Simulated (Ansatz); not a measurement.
The relaxed structure here is a generated cell of In: the first start was made by placing the elements on the sites of a structure type, and the end was not matched to a known phase here, so it may be hypothetical. Known forms of In include space group No. 139.

A relaxed structure of In. Space group C2/m (No. 12). Method: r2SCAN (plane waves to 500 eV, PAW, scalar-relativistic; Ansatz, a first-principles code).

Space group C2/m (No. 12); a = 4.9623 Å, b = 3.7958 Å, c = 3.1228 Å, α = γ = 90.00°, β = 113.07°

| atom | site | symmetry | x | y | z |
|---|---|---|---|---|---|
| In | 2d | 2/m | 0.0000 | 0.5000 | 0.5000 |
(The calculation used a cell of 1 atom; values per cell refer to that cell.)

- Volume per atom = 27.06 Å³
- Band gap = zero (metallic)
- Shortest distances = In–In 3.12 Å
- k-mesh = 16×16×16

No spin polarisation in the result.

The run could not lose the symmetry of its start, so the end can be a saddle point.
